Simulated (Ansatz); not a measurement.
ZnSnN2:
```
CELL_PARAMETERS angstrom
      1.57908     0.91168     5.13093
     -1.57908     0.91168     5.13093
      0.00000    -1.82336     5.13093
ATOMIC_POSITIONS crystal
  Sn 0.00000 0.00000 0.00000
  Zn 0.50000 0.50000 0.50000
  N  0.25337 0.25337 0.25337
  N  0.74663 0.74663 0.74663
```

The program Ansatz at the r²SCAN+D4 level (PAW) gives a gap of 1.27 eV without spin–orbit coupling, maximum off the standard path, at k = (-0.018, 0.190, -0.208), minimum at Γ.

Question: What happens when spin–orbit coupling is switched on?

Answer: The gap stays essentially unchanged, to 1.27 eV; maximum off the standard path, at k = (0.195, -0.203, -0.008), minimum at Γ.

Question: Give the electron effective mass with spin–orbit coupling.

Answer: 0.14 mₑ (isotropic).

Question: Give the hole effective mass with spin–orbit coupling.

Answer: 0.28, 0.83, 19 mₑ (principal values).

Space group R-3m. A made-up cell: these elements were put on the sites of a structure type; neither database checked (COD, Materials Project) lists it. Whether it is the stable phase at ambient conditions was not checked. Symmetry was held in the r²SCAN+D4 relaxation; whether a distortion lowers the energy is not shown.

Potentials: the earlier of the program's two PAW sets.
